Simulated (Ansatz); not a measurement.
One crystal and one scan (scan of one atom of the cell) at two levels, PBE (plane waves to 420 eV, PAW, scalar-relativistic; Ansatz, an electronic-structure program) and r2SCAN (plane waves to 500 eV, PAW, scalar-relativistic; Ansatz), each from its own relaxed cell and on its own mesh.

The crystal is SiO2 (rutile); one O atom of a 6-atom cell moves by s along Cartesian [110], with its periodic images.

E stands for the smeared free energy. SiO2 was relaxed with its symmetry unable to fall. Both scans cover s from -0.350 to 0.350 Å.

```tsv
quantity	run 1	run 2
Lattice constant a (Å)	4.185	4.236
Lattice constant c (Å)	2.669	2.690
Relaxed volume (Å³/atom)	7.79	8.05
Band gap of the relaxed cell, no spin-orbit coupling (eV)	6.51	5.04
Energy at s = 0.350 Å (meV/cell)	2152	1951
Force along the line at s = -0.350 Å (eV/Å)	16.58	14.41
Force constant k = d²E/ds² at s = 0 (finite differences) (eV/Å²)	33.48	29.82
```

Problem. Which run is which level?

Solution. Run 2 is PBE, run 1 is r2SCAN. PBE gives the higher value for: lattice constant a; lattice constant c; relaxed volume. PBE gives the lower value for: band gap of the relaxed cell, no spin-orbit coupling; energy at s = 0.350 Å; force along the line at s = -0.350 Å; force constant k = d²E/ds² at s = 0. Both give the same symmetry of the curve: not even: the negative side lies higher at ±0.350 Å. Neither level is exact: the differences show how much the result hangs on the functional.

(A displaced cell: forces are minus the slopes of the energy, force constants its curvatures, and phonons follow from these.)
